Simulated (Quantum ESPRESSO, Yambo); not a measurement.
# WS$_{2}$ monolayer under biaxial strain

```
WS2
1.0
    3.14562     0.00000     0.00000
   -1.57281     2.72418     0.00000
    0.00000     0.00000    16.10000
S W
2 1
Cartesian
  0.00000   0.00000  -1.56686
  0.00000   0.00000   1.56686
  1.57281   0.90806   0.00000
```

A free-standing WS2 monolayer (symmetry P-6m2, slab cell 16.1 Å high) under biaxial strain (in the plane), counted from the cell relaxed with PBEsol, atoms relaxed at each step. PBEsol (pw.x of Quantum ESPRESSO, ONCV potentials, without SOC); G0W0 and BSE in Yambo (6×6×1 Γ-centred k mesh, bands 2 to 131 and a 8 Ry block in the screening, 131 bands in G with the Bruneval-Gonze terminator, plasmon pole fitted at 27.2 eV, slab-truncated Coulomb interaction, stochastic integration of W near q = 0; BSE 18×18×1 mesh, 4 valence and 5 conduction bands, static screening with 38 bands and a 3 Ry block, scissor from each state's G0W0).

| strain (%) | PBEsol gap (eV) | kind | G0W0 direct gap (eV) | lowest vertical BSE state (eV) | RPA α (Å) along x |
|---|---|---|---|---|---|
| -3 | 1.83 | indirect | 3.41 at K | not resolved | 6.13 |
| -1.5 | 1.93 | indirect | 3.13 at K | not resolved | 6.13 |
| 0 | 1.94 | direct | 2.87 at K | not resolved | 6.21 |
| +1.5 | 1.65 | indirect | 2.63 at K | not resolved | 6.35 |
| +3 | 1.28 | indirect | 2.42 at K | not resolved | 6.43 |
| +5 | 0.84 | indirect | 2.16 at K | not resolved | – |

Between -1.5 % and +1.5 % the direct gap at K moves by -150 meV per % in PBEsol; the block changes size in that range, so no G0W0 slope is given.

Between -1.5 % and +0 % the PBEsol gap turns from indirect to direct; between +0 % and +1.5 % the PBEsol gap turns from direct to indirect. GW, BSE and RPA settings are held fixed; their convergence isn't established. Strains are linear. The screening block changes size along the series (369 vectors at -3 %, 369 vectors at -1.5 %, 381 vectors at +0 %, 383 vectors at +1.5 %, 393 vectors at +3 %, 393 vectors at +5 %), which puts steps into the G0W0 values. Spin-orbit coupling is left out, which matters for elements this heavy: edges can move by tenths of an eV.
